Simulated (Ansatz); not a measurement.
# Property card for Ca

Ca:
```xyz
2
Lattice="0.0000 4.2199 4.2199 4.2199 0.0000 4.2199 4.2199 4.2199 0.0000" Properties=species:S:1:pos:R:3 pbc="T T T"
Ca     0.0000     0.0000     0.0000
Ca     2.1099     2.1099     2.1099
```

Space group Fd-3m (No. 227), diamond; conventional cell a = b = c = 8.4398 Å, α = β = γ = 90.00°.

Method: the program Ansatz at the PBEsol level (PAW). The cell and atoms are relaxed at this level. Other levels are named where they apply.

Cell and energy:

```
Item                 Result
---------------  ----------
Volume per atom    75.15 Å³
Density          0.89 g/cm³
```

Electronic structure:

```
Property                                                                   Result
------------------------------------  -------------------------------------------
Electronic character                                            metallic (no gap)
Density of states at the Fermi level  1.8 states/eV per atom (mean over ±0.08 eV)
```

Mechanics:

```
Item                                                                    Value
-------------------------------------  --------------------------------------
Bulk modulus (Birch–Murnaghan fit)                                    45 kbar
Pressure derivative B′                                                    2.0
Elastic constants (relaxed ions, GPa)      C11 = -0.6, C12 = 6.9, C44 = -10.8
Mechanical stability                   unstable (C has a negative eigenvalue)
```

Phonons:

```
Item                                            Value
-----------------------------  ----------------------
Highest zone-centre frequency                123 cm⁻¹
Zone-centre stability          no imaginary mode at Γ
```

The start of the workflow was typed in or built on a structure type; neither database checked (COD, Materials Project) lists it. It is not the phase usual at ambient conditions (space group No. 225). The cell was relaxed with PBEsol under the symmetry of its start. As this level gives no gap, shear constants depend on the k-mesh and smearing (Fermi–Dirac, 0.1 eV here). As this level gives no gap, phonon frequencies hold no LO–TO term and depend on the k-mesh and smearing (Fermi–Dirac, 0.1 eV here).

Potentials: the later of the program's two PAW sets.
